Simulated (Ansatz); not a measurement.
A geometry of Ta away from equilibrium: step 5 of the relaxation of a relaxed Ta cell, doubled along one cell vector, shaken by Gaussian noise of σ = 0.08 Å a coordinate. The numbers are results of r2SCAN (plane waves to 500 eV, PAW, scalar-relativistic; Ansatz, an electronic-structure program), not measurements. Γ-centred k-mesh 7×4×12 on the run's cell (coarser than for final values), Fermi–Dirac smearing 0.05 eV. The plane waves were selected for a different cell earlier on the path.

```yaml
crystal:
  lattice:
    - [5.30449, 0.00438, -0.02838]
    - [-5.29691, 9.16944, -0.03593]
    - [-0.01395, -0.01826, 2.71090]
  atoms:
    - { symbol: Ta, position: [0.45342, 0.99546, 0.71137] }
    - { symbol: Ta, position: [0.49650, 0.50478, 0.67419] }
    - { symbol: Ta, position: [0.49707, 0.25594, 0.30387] }
    - { symbol: Ta, position: [0.51458, 0.76398, 0.46602] }
    - { symbol: Ta, position: [0.99027, 0.24373, 0.65937] }
    - { symbol: Ta, position: [0.00065, 0.74370, 0.24034] }
```

Task: What forces act on the atoms (eV/Å)?

Result: 
```tsv
atom	Fx	Fy	Fz
Ta1	-0.60	0.51	1.03
Ta2	-0.37	0.11	0.66
Ta3	0.31	0.24	-1.17
Ta4	0.90	0.38	-0.04
Ta5	0.04	-0.56	0.48
Ta6	-0.28	-0.67	-0.96
```

The path ends in P2₁/m (No. 11). No spin polarisation in the result.

The end of the path is a generated cell of Ta: the first start was made by placing the elements on the sites of a structure type, and the end was not matched to a known phase here, so it may be hypothetical. Known forms of Ta include space group No. 229.
